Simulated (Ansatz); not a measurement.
A structure of ZrO2 relaxed with PBEsol (plane waves to 420 eV, PAW, scalar-relativistic; Ansatz, a first-principles code); single points at other levels follow on the same geometry (Ansatz, PAW; HSE06 at 420 eV on a 6×6×4 k-mesh; no spin-orbit coupling). Space group P4₂/nmc (No. 137).

```cif
data_O4Zr2
_chemical_formula_sum 'Zr2 O4'
_space_group_name_H-M_alt 'P42/nmc :1'
_space_group_IT_number 137
_space_group_name_Hall 'P 4n 2n -1n'
_cell_length_a 3.58443
_cell_length_b 3.58443
_cell_length_c 5.17858
_cell_angle_alpha 90.000
_cell_angle_beta 90.000
_cell_angle_gamma 90.000
loop_
_space_group_symop_operation_xyz
  'x, y, z'
  '-y+1/2, x+1/2, z+1/2'
  '-x, -y, z'
  'y+1/2, -x+1/2, z+1/2'
  'x+1/2, -y+1/2, -z+1/2'
  '-y, -x, -z'
  '-x+1/2, y+1/2, -z+1/2'
  'y, x, -z'
  '-x+1/2, -y+1/2, -z+1/2'
  'y, -x, -z'
  'x+1/2, y+1/2, -z+1/2'
  '-y, x, -z'
  '-x, y, z'
  'y+1/2, x+1/2, z+1/2'
  'x, -y, z'
  '-y+1/2, -x+1/2, z+1/2'
loop_
_atom_site_label
_atom_site_type_symbol
_atom_site_symmetry_multiplicity
_atom_site_Wyckoff_symbol
_atom_site_fract_x
_atom_site_fract_y
_atom_site_fract_z
_atom_site_occupancy
Zr1 Zr 2 a 0.00000 0.00000 0.00000 1
O1 O 4 d 0.00000 0.50000 0.20118 1
```

```
level   gap (eV)      kind  conduction minimum
------  --------  --------  ------------------
PBEsol      4.00  indirect                   Γ
HSE06       5.73         –                   Γ
```

HSE06 gaps come from a coarse mesh plus a few chosen points, so they may be too large. No spin polarisation in the result.

The run could not lose the symmetry of its start.

It was reached from a disturbed copy of a Fm-3m (No. 225) cell (fluorite type), against which it lies -0.022 eV/atom.

The first start was generated by placing the elements on the sites of a structure type. A measured structure of ZrO2 has the same space group, P4₂/nmc (No. 137); the sites were not compared with it.
